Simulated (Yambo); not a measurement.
G0W0@PBEsol for KZnF$_{3}$ (cubic perovskite, space group Pm-3m, No. 221) in Yambo. Reference settings: 4×4×4 Γ-centred k mesh, bands 5 to 134 and a 8 Ry block in the screening, 134 bands in G with the Bruneval-Gonze terminator, plasmon pole fitted at 27.2 eV. The PBEsol gap R → Γ on this mesh is 3.84 eV; G0W0 gaps are taken between the same points.

The settings were changed. The gap went from 7.49 eV to 7.37 eV, and the shift of the valence edge from -2.30 eV to -1.75 eV.

Task: Which change was made?
A. 2 Ry block
B. 57 bands in G, no terminator
C. no random integration
D. 7 Ry block

Result: B, 57 bands in G, no terminator. The others gave (gap, valence shift): 2 Ry block: 8.42, -3.22 eV; no random integration: 7.39, -2.10 eV; 7 Ry block: 7.49, -2.31 eV.

Geometry of the Materials Project entry, not relaxed at this level; primitive cell a = b = c = 4.047 Å, α = β = γ = 90.00°.

A shift is the quasiparticle energy of the state minus its PBEsol energy.
